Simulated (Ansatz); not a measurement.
Level of theory: Ansatz, DFT PBE, scalar-relativistic, plane waves, PAW. Settings: cutoff 420 eV, Γ-centred meshes spaced at most about 0.3 Å⁻¹, and about 0.25 Å⁻¹ or finer for metals (2π included), Gaussian smearing. No spin polarisation in the final relaxations.

All energies are static (0 K, no zero-point motion).

Two relaxed structures of ScGa3As2:

A.

```
Sc Ga As
1.0
     3.91543    0.00000    0.00000
    -1.95771    3.39086    0.00000
     0.00000    0.00000    9.53025
Sc Ga As
1 3 2
Direct
  0.00000 0.00000 0.00000
  0.33333 0.66667 0.68706
  0.66667 0.33333 0.31294
  0.00000 0.00000 0.50000
  0.33333 0.66667 0.17008
  0.66667 0.33333 0.82992
```

B.

```
Sc Ga As
1.0
     4.08001    0.00000    0.00000
     0.00000    4.08001    0.00000
     0.00000    0.00000    6.86596
Sc Ga As
1 3 2
Direct
  0.00000 0.00000 0.00000
  0.00000 0.50000 0.31912
  0.50000 0.00000 0.68088
  0.50000 0.50000 0.00000
  0.00000 0.50000 0.69287
  0.50000 0.00000 0.30713
```

Problem. Which is lower in energy, and by how much?

Solution. A is lower, by 36 meV/atom. A has space group P-3m1 (No. 164), 21.1 Å³/atom and no gap on its mesh; B has space group P-4m2 (No. 115), 19.0 Å³/atom and no gap. Counting As atoms around Ga and Sc (those within 1.25 times the shortest such distance or 1.15 times the sum of covalent radii, 1.27 where that leaves under three; the shortest distance is added where it exceeds 1.18 times the sum of covalent radii; a slash parts the counts of unlike sites), A has Sc 6, Ga 3/6 from 3.9 Å and B has Sc 4, Ga 4 from 2.9 Å/1+4. The lower one is the more open, so pressure narrows the difference. In A, around Sc lie 6 As at 2.78 Å, 6 Ga at 3.74 Å and 6 Sc at 3.92 Å; Ga on a site of symmetry 3m is surrounded by 3 As at 2.64 Å and 3 Ga at 2.88 Å; around As lie 3 Ga at 2.64 Å and 3 Sc at 2.78 Å; 1 more site not described. In B, Sc has 8 Ga at 2.89–2.99 Å and 4 As at 2.93 Å; Ga on a site of symmetry 2mm is surrounded by 1 As at 2.57 Å, 4 As at 2.89 Å, 2 Ga at 2.99 Å and 2 Sc at 2.99 Å; As is surrounded by 1 Ga at 2.57 Å, 6 Ga at 2.89–2.93 Å and 2 Sc at 2.93 Å; 1 more site not described. Both come from invented guesses.

Cells relaxed within their symmetry can be saddle points.
